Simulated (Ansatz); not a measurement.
Phonons of BP (zinc blende) at Γ, L = (0.5, 0.0, 0.0), X = (0.5, 0.5, 0.0).

BP (zinc blende)

```xyz
2
Lattice="0.0000 2.2682 2.2682 2.2682 0.0000 2.2682 2.2682 2.2682 0.0000" Properties=species:S:1:pos:R:3 pbc="T T T"
P      3.4023     3.4023     3.4023
B      0.0000     0.0000     0.0000
```

Computed with r2SCAN (plane waves to 500 eV, PAW, scalar-relativistic; Ansatz, a first-principles code). DFPT wavenumbers on a 12×12×12 k mesh, in cm⁻¹; i marks imaginary ones, q is in fractions of the reciprocal vectors of the cell shown, and the three acoustic modes at Γ are left out. The non-analytic (LO-TO) term is not included, so polar modes at Γ have their transverse values. BP was relaxed with its symmetry unable to fall. The PAW data are Ansatz's earlier set.

```tsv
q	wavenumbers (cm⁻¹)
Γ	819 (×3)
L = (0.5, 0.0, 0.0)	233 (×2), 520, 770, 774 (×2)
X = (0.5, 0.5, 0.0)	326 (×2), 541, 714 (×2), 800
```

The structure shows no imaginary mode at these points (lowest 233 cm⁻¹ at L = (0.5, 0.0, 0.0)); other wave vectors were not tested.

Highest mode: 819 cm⁻¹ at Γ.
